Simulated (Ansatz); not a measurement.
## BaCINO: ¹⁴N nuclear quadrupole resonance

Cell: a structure deposited in the COD, ions relaxed with PBE at fixed cell.

Space group Pnma (No. 62); a = 8.5452, b = 4.7462, c = 11.6013 Å.

```
site  Wyckoff  site symmetry       x       y       z
  Ba       4c            .m.  0.7692  0.7500  0.6508
   C       4c            .m.  0.6185  0.2500  0.4513
   I       4c            .m.  0.0932  0.2500  0.6431
   N       4c            .m.  0.3286  0.7500  0.4535
   O       4c            .m.  0.4376  0.7500  0.6454
```

One atom of each set is listed.

The numbers come from a DFT calculation in Ansatz (r2SCAN, plane waves and PAW, scalar-relativistic, 500 eV cutoff, Γ-centred 3×5×2 k-points, Fermi–Dirac smearing 0.02 eV).

¹⁴N: I = 1, Q = 20.44 mb (year-2017 value). Static lattice, zero field.

(1) Predict the zero-field ¹⁴N lines of each site.

Results:

(1) For I = 1 the lines are ν± = (3/4)|C_Q|(1 ± η/3) and ν₀ = |C_Q|η/2.

```tsv
site	atoms	V_zz (10²¹ V/m²)	C_Q (MHz)	η	line frequencies (MHz)
N	4	-0.89	-0.438	0.21	0.0460, 0.305, 0.351
```

At N V_zz points along its bond to C (within 7°).

The largest force is 0.9 eV/Å, so the atoms aren't at the calculated equilibrium and relaxing them would move these values. The database positions were far from equilibrium, so the relaxed structure may not be the compound's real one.
